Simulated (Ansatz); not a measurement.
# SiGeC$_{2}$, first-principles data

SiGeC2:
```
SiGeC2
1.0
    3.17783     0.00000     0.00000
    0.00000     3.17783     0.00000
    0.00000     0.00000     4.48712
Ge Si C
1 1 2
Cartesian
  1.58891   1.58891   2.24356
  0.00000   0.00000   0.00000
  1.58891   0.00000   3.43033
  0.00000   1.58891   1.05679
```

Space group P-4m2 (No. 115); conventional cell a = b = 3.178 Å, c = 4.487 Å, α = β = γ = 90.00°.

Method: PBE in the plane-wave PAW code Ansatz. Geometry: relaxed at this level of theory. Other levels are named where they apply.

### Cell and energy

```yaml
volume_per_atom: 11.33 Å³
density: 4.57 g/cm³
Formation energy from the elements (no fitted shifts): 0.13 eV/atom
```

### Electronic structure

```yaml
band_gap: 1.50 eV (indirect)
valence_band_maximum: at Γ
conduction_band_minimum: at M
smallest_direct_gap_on_the_standard_path: 1.86 eV
Hole effective mass, band 1 of 2 at the edge: 5.6 along x, 0.52 along z (mₑ)
Hole effective mass, band 2 of 2 at the edge: 0.19 along x, 0.52 along z (mₑ)
Hole effective mass with spin–orbit coupling: 0.37, 0.44, 0.53 mₑ (principal values)
Gap with spin–orbit coupling: 1.48 eV
```

### Mechanics

```yaml
Bulk modulus (Birch–Murnaghan fit): 192 GPa
Pressure derivative B′: 4.1
```

The start of the workflow was typed in or built on a structure type; neither database checked (COD, Materials Project) lists it. Whether it is the stable phase at ambient conditions was not checked. The PBE relaxation kept the symmetry of its start; whether a distortion lowers the energy is not shown. The references are the lowest solids computed at this level, not always the standard phases. Scalar-relativistic: spin–orbit coupling is off unless named, which matters more the heavier the elements.

Potentials: the later of the program's two PAW sets.
